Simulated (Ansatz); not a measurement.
Space group P6_3mc (No. 186). a = 3.810 Å, b = 3.810 Å, c = 24.909 Å, α = 90.00°, β = 90.00°, γ = 120.00°
| atom | site | symmetry | x | y | z |
| --- | --- | --- | --- | --- | --- |
| Zn | 2a | 3m. | 0.0000 | 0.0000 | 0.0000 |
| Zn | 2b | 3m. | 0.3333 | 0.6667 | 0.1249 |
| Zn | 2b | 3m. | 0.3333 | 0.6667 | 0.3751 |
| Zn | 2b | 3m. | 0.3333 | 0.6667 | 0.7500 |
| S | 2a | 3m. | 0.0000 | 0.0000 | 0.0937 |
| S | 2b | 3m. | 0.3333 | 0.6667 | 0.2186 |
| S | 2b | 3m. | 0.3333 | 0.6667 | 0.4688 |
| S | 2b | 3m. | 0.3333 | 0.6667 | 0.8439 |

Equation of state of this ZnS structure (not necessarily the ground state), with shape and atoms relaxed at each volume where symmetry leaves them free. Theory: DFT r2SCAN, scalar-relativistic, plane waves, PAW in Ansatz.

Cutoff 500 eV; k points 6×6×1 on the computed 16-atom cell (Γ-centred); Gaussian smearing, width 0.02 eV; no spin polarisation.

```csv
V (Å³/atom),E − E(largest V) (meV/atom),P (GPa),gap on mesh (eV)
17.222,46.32,13.26,3.33
17.809,5.56,9.10,3.17
18.396,-21.12,5.56,3.01
18.983,-35.85,2.56,2.86
19.570,-40.43,0.00,2.72
20.157,-36.34,-2.17,2.58
20.745,-24.89,-4.03,2.45
21.527,0.00,-6.08,2.29
```

Q: Fit a third-order Birch–Murnaghan equation to E(V).

A: V0 = 19.57 Å³/atom, B0 = 79 GPa, B0' = 4.3.

The gaps are read on the mesh, which can miss the band edges, so they can be too wide.

Cost: 8 runs of about 24 core-minutes in all, on Intel Xeon Processor @ 2.50GHz (Skylake/Cascade Lake) (shared hosts).